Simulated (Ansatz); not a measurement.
Data:

FeNi3 (Cu3Au type)

```xyz
4
Lattice="3.5443 0.0000 0.0000 0.0000 3.5443 0.0000 0.0000 0.0000 3.5443" Properties=species:S:1:pos:R:3 pbc="T T T"
Ni     0.0000     1.7721     1.7721
Ni     1.7721     1.7721     0.0000
Ni     1.7721     0.0000     1.7721
Fe     0.0000     0.0000     0.0000
```

E(V) scan at fixed shape, V₀ the volume above. Symmetry pins the atoms to their sites.

The numbers are results of PBE (plane waves to 420 eV, PAW, scalar-relativistic; Ansatz, a first-principles code), not measurements. k mesh 13×13×13 (Γ-centred), Fermi-Dirac smearing 0.05 eV. E stands for the smeared free energy. Compression counts positive. FeNi3 was relaxed with its symmetry unable to fall. Relaxed FeNi3 ends ferromagnetic. The magnetic order is the one the run started from; other orders were not tried. The zero of ΔE is the relaxed starting cell.

The scan covers V/V₀ from 0.900 to 1.100 in 9 points.

Question: What pressure does the cell carry at V/V₀ = 0.900?

Answer: 26.6 GPa.

Question: What is ΔE at V/V₀ = 0.900?

Answer: 83 meV/atom.

Question: What is ΔE at V/V₀ = 1.100?

Answer: 56 meV/atom.

(A scan under strain: stresses follow from slopes of the energy per volume, elastic moduli from its curvatures.)
